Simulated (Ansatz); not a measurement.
## HfTl₂PbSe₂S₂ — ¹⁷⁷Hf nuclear quadrupole resonance

Cell: a refined structure from the COD, relaxed with PBE at fixed cell and then changed (all 4 S of one site replaced by Se, ions relaxed).

Space group C2/c (No. 15); a = 15.4695, b = 8.2255, c = 6.7103 Å, β = 109.26°.

```
site  Wyckoff  site symmetry       x       y       z
  Hf       4e              2  0.5000  0.6330  0.2500
  Tl       8f              1  0.7451  0.8759  0.2346
  Pb       4e              2  0.5000  0.1169  0.2500
  Se       8f              1  0.6029  0.6063  0.0016
   S       8f              1  0.6072  0.8397  0.4696
```

One atom of each set is listed; the run and its k-mesh use a cell of 16 atoms with edges of 8.76, 8.76, 6.71 Å.

The numbers come from a DFT calculation in Ansatz (PBE, plane waves and PAW, scalar-relativistic, 420 eV cutoff, Γ-centred 4×4×5 k-points, Fermi–Dirac smearing 0.02 eV).

¹⁷⁷Hf: I = 7/2, Q = 3365 mb (year-2017 value). Static lattice, zero field.

Q: Predict the zero-field ¹⁷⁷Hf lines of each site.

A: For I = 7/2 and η = 0 the lines are |C_Q|/14 times 1, 2 and 3; η shifts the lowest up most. At large η the states mix, and weaker lines appear at sums of the main ones; lines under 5 % of the strongest are left out.

```json
{"site": "Hf", "atoms": "2", "V_zz (10²¹ V/m²)": "4.92", "C_Q (MHz)": "400", "η": "0.80", "line frequencies (MHz)": "52.2, 65.1, 79.9, 117.3"}
```

Q: And for ¹⁷⁹Hf (I = 9/2, Q = 3793 mb) on Hf?

A: C_Q scales with Q to 451 MHz, with lines at 40.6, 49.4, 58.8, 71.1, 90.0 MHz.

The substituted crystal keeps its parent's cell, where the PBE pressure is 5 GPa, so with PBE the cell would grow if it were relaxed. Without spin–orbit coupling the gradients at and beside Hf can be off by some per cent, at some sites by more. With a gap of 0.4 eV on this mesh, the gradients can still move by some per cent as the k-mesh gets denser.

The relaxation (5 steps) took 6.3 min of wall time (6.4 min of CPU time) and 1.6 GiB at its peak, on 1 thread of Arm Neoverse V2 (aarch64; 8 cores open to the job, memory cap 3.0 GiB, no GPU), a shared host with a load of 0.4 a core.
